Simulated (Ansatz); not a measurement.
Hf$_{3}$Ge:
```xyz
4
Lattice="0.0000 3.4198 3.4198 3.4198 0.0000 3.4198 3.4198 3.4198 0.0000" Properties=species:S:1:pos:R:3 pbc="T T T"
Ge     0.0000     0.0000     0.0000
Hf     3.4198     3.4198     3.4198
Hf     1.7099     1.7099     1.7099
Hf     5.1297     5.1297     5.1297
```

Relaxed with PBE. Special points in fractions of this cell's reciprocal vectors: Γ (0.000, 0.000, 0.000); X (0.500, 0.000, 0.500); U (0.625, 0.250, 0.625); K (0.375, 0.375, 0.750); L (0.500, 0.500, 0.500); W (0.500, 0.250, 0.750).

### Question
List the band energies nearest the Fermi level at these points for PBE (plane waves, PAW; program Ansatz).

### Answer
In eV from the Fermi level; about four levels below and three above (degenerate sets whole), none deeper than 8.9 eV; points with the same levels are listed once.

| k | below | above |
|---|---|---|
| Γ | -3.03 -3.03 -3.03 -2.33 -2.33 -1.36 | 0.04 0.04 0.04 |
| X | -2.02 -2.02 -0.48 -0.25 -0.25 | 1.35 1.68 1.68 |
| U | -2.64 -2.56 -0.94 -0.73 | 0.11 0.45 0.87 |
| L | -0.60 -0.60 -0.26 -0.06 -0.06 | 1.37 1.37 3.51 3.51 |
| W | -2.26 -0.73 -0.73 -0.01 | 0.75 0.75 0.84 |

Space group Fm-3m. A made-up cell: these elements were put on the sites of a structure type; neither database checked (COD, Materials Project) lists it. Its standing as an ambient phase is unchecked. The cell was relaxed with PBE under the symmetry of its start; its stability against distortions is not shown here. No spin polarisation was allowed. Spin–orbit coupling is left out wherever it is not named.

Potentials: the later of the program's two PAW sets.
